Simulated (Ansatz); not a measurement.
Polymorphs of Sn, each relaxed with PBE in the plane-wave PAW code Ansatz:

A: simple hexagonal (P6/mmm)
a = b = 3.273 Å, c = 3.056 Å, α = β = 90.00°, γ = 120.00°

| atom | site | symmetry | x | y | z |
|---|---|---|---|---|---|
| Sn | 1a | 6/mmm | 0.0000 | 0.0000 | 0.0000 |

B: diamond (Fd-3m)
a = b = c = 6.6564 Å, α = β = γ = 90.00°

| atom | site | symmetry | x | y | z |
|---|---|---|---|---|---|
| Sn | 8a | -43m | 0.0000 | 0.0000 | 0.0000 |

C: hcp (Mg type) (P6_3/mmc)
a = b = 3.359 Å, c = 5.670 Å, α = β = 90.00°, γ = 120.00°

```json
[
 {"atom": "Sn", "site": "2d", "symmetry": "-6m2", "x": "0.6667", "y": "0.3333", "z": "0.2500"}
]
```

Put the candidates in order of energy per atom at 0 K, lowest first, for PBE.

B (+0 meV/atom), A (+41 meV/atom), C (+63 meV/atom)

Typed or built starts, not in the databases checked: A; C. Not the usual ambient phase: A; B; C. All cells were relaxed under the symmetry of their starts (and spin orders); stability against distortions was not tested throughout. Spin–orbit coupling is left out wherever it is not named.

Energies hold the estimated change up to a 700 eV cutoff; steps of a few meV lie near the error of the meshes.

Potentials: the earlier of the program's two PAW sets.
